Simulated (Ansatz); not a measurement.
# Slab of fcc Ni (111), 5 layers

The slab is cut from the fcc crystal, the stable phase, as relaxed on PAW files (10.38 Å³/atom), with 16 Å of vacuum and a dipole correction:

```yaml
crystal:
  lattice:
    - [2.44830, 0.00000, 0.00000]
    - [-1.22415, 2.12029, 0.00000]
    - [0.00000, 0.00000, 23.99610]
  atoms:
    - { symbol: Ni, position: [0.33333, 0.16667, 0.33339] }
    - { symbol: Ni, position: [0.66667, 0.83333, 0.41669] }
    - { symbol: Ni, position: [0.00000, 0.50000, 0.50000] }
    - { symbol: Ni, position: [0.33333, 0.16667, 0.58331] }
    - { symbol: Ni, position: [0.66667, 0.83333, 0.66661] }
```

Computed with Ansatz 0.2.0; functional PBEsol, scalar-relativistic. Settings: a Γ-centred 15×15×1 k mesh, Fermi–Dirac smearing of 0.05 eV, spin-polarised from start moments Ni1 1, Ni2 1, Ni3 1, Ni4 1, Ni5 1 μB. Methods: LAPW: all electrons, basis error target 1 meV/atom; PAW: frozen-core files, cutoff 420 eV.

The bulk energy comes from a cell in the slab's orientation on a 15×15×6 mesh. The surface energy is (E(slab) − N·E(bulk))/2A at zero smearing, the mean of both faces; thin slabs carry quantum-size effects.

Other magnetic orders may lie lower. The PAW files were made under PBE.

**Question.** As cut, the LAPW slab lies 1.506 eV above 5 atoms of bulk. What surface energy is that?

**Answer.** Over two faces of 5.19 Å² it is 145.1 meV/Å², and times 16.02 J/m² per eV/Å² that gives γ = 2.325 J/m².

```json
{"method": "LAPW", "γ as cut (J/m²)": "2.325", "γ relaxed (J/m²)": "2.318", "Φ as cut (eV)": "5.24", "Φ relaxed (eV)": "5.23"}
{"method": "PAW", "γ as cut (J/m²)": "2.326", "γ relaxed (J/m²)": "2.319", "Φ as cut (eV)": "5.24", "Φ relaxed (eV)": "5.23"}
```

**Question.** How do the spacings between the planes relax?

**Answer.** From the bottom face up: d12 -1.3 % of 1.999 Å, d23 0.0 % of 1.999 Å, d34 0.0 % of 1.999 Å, d45 -1.3 % of 1.999 Å.

**Question.** How do the moments vary through the slab?

**Answer.** Ni1 0.71, Ni2 0.71, Ni3 0.68, Ni4 0.71, Ni5 0.71 μB in the LAPW spheres; the bulk has Ni 0.66 μB.

**Question.** What changes if the vacuum is set to 11 Å?

**Answer.** LAPW then gives: no gap, work function 5.23 eV; PAW: no gap, work function 5.23 eV. The program warns that the vacuum is too thin.

**Question.** What changes if the images along the normal are cut off in place of the dipole correction?

**Answer.** LAPW then gives: no gap, work function 5.23 eV; PAW: no gap, work function 5.23 eV.
